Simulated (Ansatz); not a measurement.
Relaxed-ion elastic tensor of Cu2Se in space group F-43m (No. 216; Cu on 4c, Cu on 4b, Se on 4a) in GPa (Voigt order), plane-wave PAW PBEsol (Ansatz code); density 7.42 g/cm³, 15.37 Å³ per atom.

```csv
,1,2,3,4,5,6
1,97.2,110,110,0.0,0.0,0.0
2,110,97.2,110,0.0,0.0,0.0
3,110,110,97.2,0.0,0.0,0.0
4,0.0,0.0,0.0,-24.4,0.0,0.0
5,0.0,0.0,0.0,0.0,-24.4,0.0
6,0.0,0.0,0.0,0.0,0.0,-24.4
```

### Question
Is the crystal mechanically stable?

### Answer
No: the smallest eigenvalue of C is -24.4 GPa.

The workflow started from an entry of the Crystallography Open Database (COD). Its standing as an ambient phase is unchecked. The cell was relaxed with PBEsol under the symmetry of its start. At this level the phase is mechanically unstable. The run is not spin-polarised. As this level gives no gap, shear constants depend on the k-mesh and smearing (Fermi–Dirac, 0.1 eV here).

Potentials: the later of the program's two PAW sets.
